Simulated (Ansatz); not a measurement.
Q: Each is relaxed and computed with plane-wave PAW PBEsol (Ansatz code). Which is the only metal?
A) B2Ru, P6/mmm (Ru on 1a, B on 2d)
B) Al3BC3, P6_3cm (Pearson symbol hP42)
C) SiBCN, P3m1 (B on 1b, Si on 1c, C on 1b, N on 1c)
D) AlBN2, chalcopyrite

A: A, B2Ru, P6/mmm (Ru on 1a, B on 2d). B2Ru: metal; AlBN2: gap 2.69 eV (direct); Al3BC3: gap 1.64 eV (indirect); SiBCN: gap 2.40 eV (indirect). Constructed cells (a structure type filled with these elements, in neither database checked): B2Ru, P6/mmm (Ru on 1a, B on 2d). Typed or built starts, not in the databases checked: AlBN2, chalcopyrite; SiBCN, P3m1 (B on 1b, Si on 1c, C on 1b, N on 1c). Standing as an ambient phase not checked: Al3BC3, P6_3cm (Pearson symbol hP42). All cells were relaxed under the symmetry of their starts (and spin orders); stability against distortions was not tested throughout. Named crystals with no word on spin ran without spin polarisation. Spin–orbit coupling is left out wherever it is not named.

Potentials: the earlier of the program's two PAW sets. The files were generated under PBE; for other functionals the program regenerates the frozen cores, and for LDA and PBEsol the local potential too.
